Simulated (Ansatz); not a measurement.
TlSbS$_{2}$:
```
TlSbS2
1.0
   -6.24622     0.00000     0.00000
    1.53078     2.75459   -11.44408
    1.56865    -6.25899     0.00000
Tl Sb S
4 4 8
Direct
  0.43735   0.33761   0.69288
  0.56265   0.66239   0.30712
  0.90253   0.08587   0.71884
  0.09747   0.91413   0.28116
  0.40449   0.84393   0.79162
  0.59551   0.15607   0.20838
  0.97383   0.59502   0.79106
  0.02617   0.40498   0.20894
  0.58544   0.90591   0.18150
  0.41456   0.09409   0.81850
  0.00554   0.82543   0.78641
  0.99446   0.17457   0.21359
  0.37197   0.62055   0.79409
  0.62803   0.37945   0.20591
  0.01342   0.63695   0.18367
  0.98658   0.36305   0.81633
```

Relaxed with r²SCAN. Special points in fractions of this cell's reciprocal vectors: Γ (0.000, 0.000, 0.000); X (0.500, 0.000, 0.000); Y (0.000, 0.500, 0.000); Z (0.000, 0.000, 0.500); R2 (-0.500, -0.500, 0.500); T2 (0.000, -0.500, 0.500); U2 (-0.500, 0.000, 0.500); V2 (0.500, -0.500, 0.000).

### Question
List the band energies nearest the valence-band maximum at these points for r²SCAN (plane waves, PAW; program Ansatz).

### Answer
In eV from the valence-band maximum; about four levels below and three above (degenerate sets whole), none deeper than 8.9 eV; points with the same levels are listed once.

```
k                           below           above
--  -----------------------------  --------------
Γ         -0.62 -0.45 -0.43 -0.26  2.31 2.79 3.11
X         -0.48 -0.31 -0.26 -0.13  1.77 1.77 2.59
Y         -0.72 -0.66 -0.47 -0.45  2.91 3.13 3.17
Z   -0.71 -0.71 -0.44 -0.41 -0.29  1.89 2.13 2.59
R2        -0.51 -0.43 -0.31 -0.21  1.85 2.05 2.07
T2        -0.67 -0.60 -0.42 -0.38  2.10 2.12 2.70
U2        -0.44 -0.44 -0.23 -0.22  1.92 2.18 2.28
V2        -0.56 -0.45 -0.27 -0.21  1.74 2.00 2.64
```

Space group P-1. The workflow started from an entry of the Crystallography Open Database (COD). Its standing as an ambient phase is unchecked. The cell was relaxed with r²SCAN under the symmetry of its start; whether a distortion lowers the energy is not shown. Scalar-relativistic: spin–orbit coupling is off unless named, which matters more the heavier the elements.

Potentials: the later of the program's two PAW sets.
